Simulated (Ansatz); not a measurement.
NaLiCdS2, in the lowest among the structures calculated here: P3m1 (No. 156), hP5; a = 4.093 Å, b = 4.093 Å, c = 6.916 Å, α = 90.00°, β = 90.00°, γ = 120.00°; Na 1b (0.333, 0.667, 0.973); Li 1c (0.667, 0.333, 0.663); Cd 1a (0.000, 0.000, 0.380); S 1c (0.667, 0.333, 0.243); S 1a (0.000, 0.000, 0.740). Method: PBEsol (plane waves to 420 eV, PAW, scalar-relativistic; Ansatz, a first-principles code). Element references, the lowest calculated here: S (Fddd), Li (Fm-3m, not the ambient form), Na (P6₃/mmc, not the ambient form), Cd (P6₃/mmc).

Problem. Predict the formation energy of this P3m1 form of NaLiCdS2 from the elements from PBEsol.

Solution. -1.02 eV/atom.

Problem. Is it stable against the other phases calculated?

Solution. Yes: the most favourable decomposition, NaLiCdS2 → CdS + 0.5 Li2S + 0.5 Na2S (CdS P6₃mc, Na2S Fm-3m, Li2S Fm-3m), costs 0.04 eV/atom.

Problem. Over what range of chemical potentials is NaLiCdS2 stable among the phases calculated here? Give the corners of its window as Δμ = μ − μ(element).

Solution. 
```json
[
 {"in equilibrium with": "CdS + Cd + Li2S", "Δμ(Cd) (eV)": "0.0", "Δμ(Li) (eV)": "-1.4", "Δμ(Na) (eV)": "-1.1", "Δμ(S) (eV)": "-1.3"},
 {"in equilibrium with": "S + CdS + Li2S", "Δμ(Cd) (eV)": "-1.3", "Δμ(Li) (eV)": "-2.0", "Δμ(Na) (eV)": "-1.8", "Δμ(S) (eV)": "0.0"},
 {"in equilibrium with": "S + CdS + Na2S", "Δμ(Cd) (eV)": "-1.3", "Δμ(Li) (eV)": "-2.2", "Δμ(Na) (eV)": "-1.6", "Δμ(S) (eV)": "0.0"},
 {"in equilibrium with": "CdS + Cd + Na2S", "Δμ(Cd) (eV)": "0.0", "Δμ(Li) (eV)": "-1.6", "Δμ(Na) (eV)": "-1.0", "Δμ(S) (eV)": "-1.3"},
 {"in equilibrium with": "S + Na2S + Li2S", "Δμ(Cd) (eV)": "-1.4", "Δμ(Li) (eV)": "-2.0", "Δμ(Na) (eV)": "-1.6", "Δμ(S) (eV)": "0.0"},
 {"in equilibrium with": "Cd + Na2S + Li2S", "Δμ(Cd) (eV)": "0.0", "Δμ(Li) (eV)": "-1.3", "Δμ(Na) (eV)": "-0.9", "Δμ(S) (eV)": "-1.4"}
]
```

At every corner Σ nΔμ equals the formation energy, about -5.1 eV per formula unit; the corners carry the error of several atoms' energies, a few 0.01 eV.

This is the hull of the energies calculated here, no anion corrections; phases that were not calculated are missing from it. Values are rounded to 0.01 eV/atom. The compounds carry no spin polarisation.
